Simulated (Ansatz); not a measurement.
With the program Ansatz at the r²SCAN level (PAW), SiC in the orthorhombic phase (Pnma; Si on 4c, C on 4c) relaxes to a = 5.787 Å, b = 3.125 Å, c = 5.183 Å. Against the elements it lies at -0.096 eV/atom, with no fitted shifts.

It is gapped at this level: 3.02 eV (indirect). HSE06 on the same cell gives 3.59 eV. The hole mass is 0.54, 0.58, 1.6 mₑ (principal values).

The elastic constants imply a Debye temperature near 898 K. Bader charges are Si +2.89, C -2.89 e.

The start of the workflow was typed in or built on a structure type; neither database checked (COD, Materials Project) lists it. It is not the phase usual at ambient conditions (space group No. 186, 216). Symmetry was held in the r²SCAN relaxation; its stability against distortions is not shown here. The references are the lowest solids computed at this level, not always the standard phases.

Potentials: the later of the program's two PAW sets.
